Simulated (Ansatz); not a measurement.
Cs2KScF6:
```xyz
10
Lattice="0.0000 4.5879 4.5879 4.5879 0.0000 4.5879 4.5879 4.5879 0.0000" Properties=species:S:1:pos:R:3 pbc="T T T"
K      4.5879     4.5879     4.5879
Cs     2.2940     2.2940     2.2940
Cs     6.8819     6.8819     6.8819
Sc     0.0000     0.0000     0.0000
F      2.0210     4.5879     4.5879
F      7.1549     4.5879     4.5879
F      4.5879     2.0210     4.5879
F      4.5879     7.1549     4.5879
F      4.5879     4.5879     2.0210
F      4.5879     4.5879     7.1549
```

Relaxed with r²SCAN. Special points in fractions of this cell's reciprocal vectors: Γ (0.000, 0.000, 0.000); X (0.500, 0.000, 0.500); U (0.625, 0.250, 0.625); K (0.375, 0.375, 0.750); L (0.500, 0.500, 0.500); W (0.500, 0.250, 0.750).

Question: List the band energies nearest the valence-band maximum at these points for r²SCAN with spin–orbit coupling (plane waves, PAW; program Ansatz).

Answer: In eV from the valence-band maximum; about four levels below and three above (degenerate sets whole), none deeper than 8.9 eV; points with the same levels are listed once.

```json
[
 {"k": "Γ", "below": "0.00 0.00 0.00 0.00", "above": "7.88 7.88 7.88 7.88"},
 {"k": "X", "below": "-0.16 -0.16 -0.02 -0.02", "above": "7.92 7.92 8.03 8.03"},
 {"k": "U", "below": "-0.13 -0.13 -0.03 -0.03", "above": "7.95 7.95 8.02 8.02"},
 {"k": "L", "below": "-0.08 -0.08 -0.05 -0.05", "above": "7.97 7.97 7.98 7.98"},
 {"k": "W", "below": "-0.07 -0.07 -0.06 -0.06", "above": "7.98 7.98 7.99 7.99"}
]
```

Space group Fm-3m. The workflow started from a Materials Project entry (that database holds measured and hypothetical structures alike); the Crystallography Open Database copy checked does not list it. Whether it is the stable phase at ambient conditions was not checked. The cell was relaxed with r²SCAN under the symmetry of its start; its stability against distortions is not shown here. No spin polarisation was allowed.

Potentials: the later of the program's two PAW sets.
